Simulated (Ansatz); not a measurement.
WS2 in space group P6_3/mmc (No. 194; W on 2d, S on 4f) at seven volumes, the program Ansatz at the PBE+D3(BJ) level (PAW), shape and atoms relaxed at each. One row is withheld.

```
V (Å³/atom)  P (GPa)
-----------  -------
15.865          7.54
16.388          4.28
16.911             ?
17.434          0.00
17.957         -1.32
18.480         -1.99
19.003         -2.38
```

Task: Fit the shown pressures and predict the withheld one.

Result: P = (3/2)B₀(x^(7/2) − x^(5/2))[1 + (3/4)(B′ − 4)(x − 1)] with x = (V₀/V)^(2/3). Least squares on the six rows gives V₀ = 17.425 Å³/atom, B₀ = 48.9 GPa, B′ = 11.64. At V = 16.911, x = 1.0202 and P = 1.73 GPa. The run itself gave 1.80 GPa.

The PBE+D3(BJ) relaxation kept the symmetry of its start; phonons on a q-mesh show no instability. The run is not spin-polarised. Scalar-relativistic: spin–orbit coupling is off unless named, which matters more the heavier the elements.

Potentials: the later of the program's two PAW sets.
